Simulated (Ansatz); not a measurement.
Geometry optimisation in Ansatz: input, command and trajectory.

```yaml
crystal:
  lattice:
    - [3.1936465635, 0.0, 0.0]
    - [-1.5968232817, 2.7657790547, 0.0]
    - [0.0, 0.0, 6.2103874148]
  atoms:
    - { symbol: Mo, position: [0.0, 0.0, 0.5] }
    - { symbol: S, position: [0.3333333333, 0.6666666667, 0.2533961961] }
    - { symbol: S, position: [0.6666666667, 0.3333333333, 0.7466038039] }
basis:
  ecutwfc: 500
kpoints:
  mp_grid: { grid: [18, 18, 8] }
hamiltonian:
  xc: r2scan
scf:
  occupations: { method: gaussian, width: 0.1 }
output:
  forces: true
  stress: true
  eigenvalues: true
relax:
  adjacent_minimum: "off"
  f_tol: 0.01
  max_steps: 30
  cell: { stress_tol: 0.1, fix: [volume] }
```

```bash
ansatz run input.yaml --threads 1 --pin off --max-ram 2560MiB --backend cpu --events-out ev --progress --plain --runs-dir out
```

Theory: Ansatz 0.2.0, DFT r2SCAN, scalar-relativistic, plane waves, PAW.

The volume is held at 0.97 times that of the relaxed cell.

Of 4 frames 3 are shown, positions in Å and forces in eV/Å; the SCF threshold varies from step to step. Steps run on the plane waves of an earlier cell, with a Pulay correction in the pressure. The basis is chosen afresh for the last frame, the zero of the energies, and at times for earlier ones too; energy and pressure step there, also at an unchanged geometry.

```xyz
3
Lattice="3.1936 0.0000 0.0000 -1.5968 2.7658 0.0000 0.0000 0.0000 6.2104" Properties=species:S:1:pos:R:3:forces:R:3 pbc="T T T" step=1 free_energy_over_end_meV_per_atom=6.55 pressure_GPa=4.48
Mo    0.0000    0.0000    3.1052    0.0000    0.0000    0.0000
S     0.0000    1.8439    1.5737    0.0000    0.0000   -0.5121
S     1.5968    0.9219    4.6367    0.0000    0.0000    0.5121
3
Lattice="3.2174 0.0000 0.0000 -1.6087 2.7863 0.0000 0.0000 0.0000 6.1192" Properties=species:S:1:pos:R:3:forces:R:3 pbc="T T T" step=2 free_energy_over_end_meV_per_atom=0.48 pressure_GPa=0.03
Mo    0.0000    0.0000    3.0596    0.0000    0.0000    0.0000
S     0.0000    1.8575    1.5022    0.0000    0.0000    0.1466
S     1.6087    0.9288    4.6170    0.0000    0.0000   -0.1466
3
Lattice="3.2213 0.0000 0.0000 -1.6106 2.7897 0.0000 0.0000 0.0000 6.1044" Properties=species:S:1:pos:R:3:forces:R:3 pbc="T T T" step=4 free_energy_over_end_meV_per_atom=0.00 pressure_GPa=0.70
Mo    0.0000    0.0000    3.0522    0.0000    0.0000    0.0000
S     0.0000    1.8598    1.5053    0.0000    0.0000    0.0098
S     1.6106    0.9299    4.5990    0.0000    0.0000   -0.0098
```

The run took 2.1 min on 1 thread of Arm Neoverse V1, on a shared host, peak memory 0.67 GiB.

The cell holds layers, and r2SCAN describes their binding at middle range but leaves out its long-range dispersion part.